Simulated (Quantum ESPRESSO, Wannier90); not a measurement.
# InSe (R3m): Wannier90 run

```xyz
4
Lattice="-2.0233 3.5045 0.0000 -4.0467 0.0000 0.0000 -2.0233 1.1682 8.6085" Properties=species:S:1:pos:R:3 pbc="T T T"
In     0.0000     0.0000    -2.8499
In     0.0000     0.0000    -0.0473
Se     2.0233    -1.1682     1.2126
Se     2.0233    -1.1682    -4.1099
```

Cell from Materials Project (mp-22691), symmetrised, no further relaxation. COD (Crystallography Open Database) has the formula in 2 space groups, this one among them (matched by group alone). Computed values, not measurements, from PBEsol: Quantum ESPRESSO (norm-conserving PseudoDojo potentials, cutoff 69 Ry, spinors with spin-orbit coupling) on a Γ-centred 4×4×4 mesh, then Wannier90. Density: 10×10×10 mesh, Gaussian smearing 0.01 Ry. The cell is built of weakly bound layers, chains or molecules, whose nearest atoms lie 4.03 Å apart. Database cells relaxed without dispersion often hold them too far apart, which can enlarge gaps and weakens couplings between them; spacing and stacking were not compared with the measured crystal.

A tight-binding model is made by disentanglement and projection with no localisation steps (num_iter = 0), so the 32 orbitals stay atom-like: hydrogen-like In: s;p; Se: s;p, axes along x, y, z; frozen window up to 1.80 eV relative to the valence-band maximum. It follows pw.x to 25 meV rms for states up to 1.3 eV relative to the valence-band maximum. Matrix elements depend on this choice of orbitals and windows.

### Question
What are the on-site energies relative to the valence-band maximum, and how fast do the hoppings decay?

### Answer
```csv
atom,orbitals,energy (eV)
In1,s↑ s↓,-2.43
In1,pz↑ pz↓,3.51
In1,px↑ px↓ py↑ py↓,3.09
In2,s↑ s↓,-2.46
In2,pz↑ pz↓,3.46
In2,px↑ px↓ py↑ py↓,3.05
Se3,s↑ s↓,-11.42
Se3,pz↑ pz↓,-1.17
Se3,px↑ px↓ py↑ py↓,-0.98
Se4,s↑ s↓,-11.42
Se4,pz↑ pz↓,-1.18
Se4,px↑ px↓ py↑ py↓,-0.97
```

| distance of the centres (Å) | largest modulus (eV) |
|---|---|
| 2–3 | 1.8 |
| 3–4 | 2.2 |
| 4–5 | 0.66 |
| 5–6 | 0.11 |
